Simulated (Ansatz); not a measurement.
B₂O₃:
```
B2O3
1.0
    3.91322    -2.31195     0.00000
    3.91322     2.31195     0.00000
    0.00000     0.00000     4.13440
B O
4 6
Cartesian
  1.29234   0.73434   2.34706
  6.53411  -0.73434   0.27986
  6.53411   0.73434   2.34706
  1.29234  -0.73434   0.27986
  3.91322  -1.17978   2.06707
  3.91322   1.17978   4.13427
  6.18766  -0.60252   1.73074
  1.63879   0.60252   3.79794
  1.63879  -0.60252   1.73074
  6.18766   0.60252   3.79794
```

Relaxed with PBEsol. Plane-wave PAW PBEsol (Ansatz code) gives a gap of 8.41 eV.

Q: What gap does HSE06 give on the same cell (Ansatz, PAW)?

A: 10.59 eV, 2.18 eV more. The hybrid was solved on a coarser mesh and at special points; the gap given is the minimum over both.

```json
[
 {"k": "Γ", "v1 PBEsol": "-0.31", "c1 PBEsol": "8.41", "v1 HSE06": "-0.24", "c1 HSE06": "10.59"},
 {"k": "Y", "v1 PBEsol": "-0.46", "c1 PBEsol": "9.04", "v1 HSE06": "-0.44", "c1 HSE06": "11.33"},
 {"k": "T", "v1 PBEsol": "-0.56", "c1 PBEsol": "9.27", "v1 HSE06": "-0.56", "c1 HSE06": "11.58"},
 {"k": "Z", "v1 PBEsol": "-0.07", "c1 PBEsol": "8.81", "v1 HSE06": "-0.09", "c1 HSE06": "11.09"},
 {"k": "S", "v1 PBEsol": "-0.27", "c1 PBEsol": "9.50", "v1 HSE06": "___", "c1 HSE06": "___"},
 {"k": "R", "v1 PBEsol": "-0.38", "c1 PBEsol": "9.35", "v1 HSE06": "___", "c1 HSE06": "___"},
 {"k": "Δ0", "v1 PBEsol": "-0.43", "c1 PBEsol": "8.69", "v1 HSE06": "___", "c1 HSE06": "___"},
 {"k": "B0", "v1 PBEsol": "-0.44", "c1 PBEsol": "9.27", "v1 HSE06": "___", "c1 HSE06": "___"}
]
```

Q: Top valence (v1) and lowest conduction level (c1) in eV from each method's valence maximum (which need not be a listed point): supply the withheld HSE06 values.

A: 
- B0, v1 HSE06: -0.44
- B0, c1 HSE06: 11.57
- Δ0, v1 HSE06: -0.41
- Δ0, c1 HSE06: 10.97
- S, v1 HSE06: -0.28
- S, c1 HSE06: 11.80
- R, v1 HSE06: -0.41
- R, c1 HSE06: 11.65

Cost on shared cores: the PBEsol run (SCF on a 7×7×7 mesh, then bands and DOS) roughly 2.4 core-minutes, the HSE06 run (SCF on 4×4×4, then a few points) very roughly 6 core-minutes; the tasks are unlike.

Space group Cmc2_1. The first step of the workflow began from a Materials Project structure, measured or hypothetical; the Crystallography Open Database copy checked does not list it. COD files the formula under space group No. 144, 152. Its standing as an ambient phase is unchecked. Symmetry was held in the PBEsol relaxation; whether a distortion lowers the energy is not shown.

Potentials: the later of the program's two PAW sets.
